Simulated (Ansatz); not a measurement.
## La3Hf: energy against volume and a worked fit

The structure is cubic, space group Pm-3m (No. 221). Conventional cell: a = 5.045 Å, b = 5.045 Å, c = 5.045 Å, α = 90.00°, β = 90.00°, γ = 90.00°. Hf (site symmetry m-3m) has 12 La at 3.57 Å as nearest neighbours. Around La (site symmetry 4/mmm) lie 4 Hf at 3.57 Å and 8 La at 3.57 Å.

The cell comes from a database or a generator and needn't be the stable form of this composition.

The cell was scaled at fixed shape and fractions and run with Ansatz, Ansatz PAW, cutoff 420 eV; PBE, k mesh 5 × 5 × 5 on the cell of 4 atoms, fermi-dirac occupations of 0.05 eV, no spin polarisation, no spin-orbit coupling. Energies are those that the program minimises, any entropy of the smearing included. For a metal such a mesh isn't converged to the digits shown.

```tsv
V (Å³/atom)	energy over the lowest row (meV/atom)
30.1777	15.003
30.8197	6.402
31.4618	1.500
32.1039	0.000
32.7460	1.605
33.3880	?
34.0301	13.039
```

Problem. Fit the third-order Birch-Murnaghan form, give V0, B0 and B′, and predict the energy left open.

Solution. With y = (V0/V)^(2/3), E = E0 + (9 V0 B0/16) [(y - 1)³ B′ + (y - 1)² (6 - 4y)]. Least squares through the rows shown give V0 = 32.0841 Å³/atom, E0 = 0.002 meV, B0 = 38.70 GPa (1 eV/Å³ = 160.218 GPa) and B′ = 3.53, with a largest miss of 0.007 meV. At V = 33.3880 the form with these constants gives 6.027 meV; the run gave 6.040 meV an atom.
